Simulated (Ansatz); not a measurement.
The calculation used Ansatz, DFT PBE, scalar-relativistic, plane waves, PAW. All cells share a 420 eV cutoff and Γ-centred k meshes spaced at most about 0.3 Å⁻¹ (about 0.25 or finer for metals, 2π included). No spin polarisation in the final relaxations.

All energies are static (0 K, no zero-point motion). All come from trial cells, and lower structures may exist.

**Question.** Order these relaxed structures of SnGe3Te4 by energy, lowest first, with the energy over the lowest of them.
A.

```
Sn Ge Te
1.0
     6.12712    0.00000    0.00000
     0.00000    6.12712    0.00000
     0.00000    0.00000    6.12712
Sn Ge Te
1 3 4
Direct
  0.00000 0.00000 0.00000
  0.50000 0.00000 0.50000
  0.50000 0.50000 0.00000
  0.00000 0.50000 0.50000
  0.00000 0.50000 0.00000
  0.50000 0.50000 0.50000
  0.00000 0.00000 0.50000
  0.50000 0.00000 0.00000
```

B.

```
Sn Ge Te
1.0
     4.30658    2.48641    3.72678
    -4.30658    2.48641    3.72678
     0.00000   -4.97281    3.72678
Sn Ge Te
1 3 4
Direct
  0.00152 0.00152 0.00152
  0.02025 0.52035 0.52035
  0.52035 0.52035 0.02025
  0.52035 0.02025 0.52035
  0.48966 0.98093 0.98093
  0.48318 0.48318 0.48318
  0.98093 0.98093 0.48966
  0.98093 0.48966 0.98093
```

**Answer.** B (0 meV/atom), A (23 meV/atom). Forms: B Sn and Ge ordered on rock salt sites, R3m; A Sn and Ge ordered on rock salt sites, Pm-3m. Counting Ge or Te atoms around Sn (for each partner element, those within 1.25 times its shortest distance or 1.15 times the sum of covalent radii, where it is the nearest in units of that sum or under 1.3): B has Sn 6; A has Sn 6.

These runs have no spin–orbit coupling, which can matter for Te. Cells relaxed within their symmetry can be saddle points. The R3m cell of SnGe3Te4 came from shaking the Pm-3m one. Some structure types and database cells were kept out of the candidates from the start, so a known form may be missing.
